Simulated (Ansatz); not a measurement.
SrO:
```xyz
2
Lattice="0.0000 2.5322 2.5322 2.5322 0.0000 2.5322 2.5322 2.5322 0.0000" Properties=species:S:1:pos:R:3 pbc="T T T"
Sr     2.5322     2.5322     2.5322
O      0.0000     0.0000     0.0000
```

Relaxed with LDA. Special points in fractions of this cell's reciprocal vectors: Γ (0.000, 0.000, 0.000); X (0.500, 0.000, 0.500); U (0.625, 0.250, 0.625); K (0.375, 0.375, 0.750); L (0.500, 0.500, 0.500); W (0.500, 0.250, 0.750).

Q: List the band energies nearest the valence-band maximum at these points for plane-wave PAW LDA (Ansatz code).

A: In eV from the valence-band maximum; about four levels below and three above (degenerate sets whole), none deeper than 8.9 eV; points with the same levels are listed once.

| k | below | above |
|---|---|---|
| Γ | 0.00 0.00 0.00 | 4.14 6.26 6.26 6.26 |
| X | -0.31 -0.04 -0.04 | 3.12 8.16 10.52 |
| U | -0.98 -0.58 -0.38 | 4.74 8.05 9.14 |
| L | -2.31 -1.22 -1.22 | 6.68 8.58 9.13 9.13 |
| W | -1.20 -0.37 -0.37 | 6.05 6.05 9.02 |

Space group Fm-3m (rock salt). Symmetry was held in the LDA relaxation; phonons on a q-mesh show no instability. Spin–orbit coupling is left out wherever it is not named.

Potentials: the later of the program's two PAW sets.
